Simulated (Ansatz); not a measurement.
# Si: zone-centre modes

Theory: DFT LDA, scalar-relativistic, plane waves, PAW (Ansatz 0.2.0). The runs took a 420 eV cutoff, a Γ-centred 24×24×14 mesh and Gaussian smearing (0.15 eV). No spin polarisation.

The undisturbed cell (relaxed at this level; this form isn't the usual structure):

```yaml
crystal:
  lattice:
    - [2.65107, 0.00000, 0.00000]
    - [-1.32553, 2.29589, 0.00000]
    - [0.00000, 0.00000, 4.54174]
  atoms:
    - { symbol: Si, position: [0.33333, 0.66667, 0.25000] }
    - { symbol: Si, position: [0.66667, 0.33333, 0.75000] }
```

Harmonic modes by finite displacements of 0.02 Å, without the LO–TO term.

Problem. At this geometry, is the structure stable against these modes?

Solution. No: 2 modes are unstable, the strongest at 109i cm⁻¹.

Problem. List the wavenumbers in cm⁻¹.

Solution. 109i, 109i, 0, 0, 0, 266.

Cost: 1 run of about 1 core-minutes, on Intel Xeon Platinum 8259CL (Skylake/Cascade Lake) (shared hosts).